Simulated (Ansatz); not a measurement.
**Moving the choice of potentials or basis in WB**

```cif
data_structure
_symmetry_space_group_name_H-M 'P 1'
_symmetry_Int_Tables_number 1
_cell_length_a 8.7469
_cell_length_b 8.7469
_cell_length_c 8.7469
_cell_angle_alpha 159.486
_cell_angle_beta 159.486
_cell_angle_gamma 29.170
_cell_volume 82.14
loop_
_atom_site_label
_atom_site_type_symbol
_atom_site_fract_x
_atom_site_fract_y
_atom_site_fract_z
_atom_site_occupancy
W1 W 0.80300 0.80300 0.00000 1
W2 W 0.55300 0.05300 0.50000 1
W3 W 0.94700 0.44700 0.50000 1
W4 W 0.19700 0.19700 0.00000 1
B1 B 0.64800 0.64800 0.00000 1
B2 B 0.39800 0.89800 0.50000 1
B3 B 0.10200 0.60200 0.50000 1
B4 B 0.35200 0.35200 0.00000 1
```

Kept alike: task single point; functional PBEsol; k mesh 12 × 12 × 12; occupations fermi-dirac, width 0.05 eV; no spin polarisation. Program: Ansatz. Cutoffs run from 420 to 1290 eV. The mesh is that of the run's cell of 8 atoms. No spin-orbit coupling.

| choice of potentials or basis | pressure (GPa) |
| --- | --- |
| Ansatz PAW (files of its older set among them) (made for PBE) | 3.29 |
| Ansatz PAW (made for PBE) | 3.22 |
| JTH PAW (made for PBE) | 4.18 |
| PseudoDojo standard (PBEsol files) | 3.78 |
| PseudoDojo stringent (PBEsol files) | 3.78 |

Pressure is positive in compression, with a Pulay correction for the finite cutoff. For a metal such a mesh leaves the last digits unconverged.

The pressure runs from 3.22 (Ansatz PAW (made for PBE)) to 4.18 GPa (JTH PAW (made for PBE)).
